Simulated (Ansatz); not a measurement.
Crystals in the fcc lattice, computed with r2SCAN in Ansatz (plane-wave DFT, scalar-relativistic, harmonic phonons, no LO–TO term at Γ; smeared occupations, about 0.1 eV; no spin; PAW, where unfrozen means all-electron datasets; each on its own modest k mesh, which can be coarse for ε∞).

```
crystal   cell  k mesh    potentials            phonons by  Å³/atom  lowest mode at X = [0.5, 0, 0.5] (cm⁻¹)  top mode at X = [0.5, 0, 0.5] (cm⁻¹)
     Cu  typed   8×8×8  unfrozen PAW  finite displacements    12.01                                        ?                                     ?
     Pd  typed   8×8×8  unfrozen PAW  finite displacements    15.29                                      139                                   202
     Au  typed   8×8×8  unfrozen PAW  finite displacements    18.00                                       70                                   127
     Pb  typed   8×8×8  unfrozen PAW  finite displacements    31.82                                       41                                    52
```

(1) Estimate the entries marked ?.

Results:

(1) Cu: lowest mode at X = [0.5, 0, 0.5] (cm⁻¹) 160, top mode at X = [0.5, 0, 0.5] (cm⁻¹) 225.
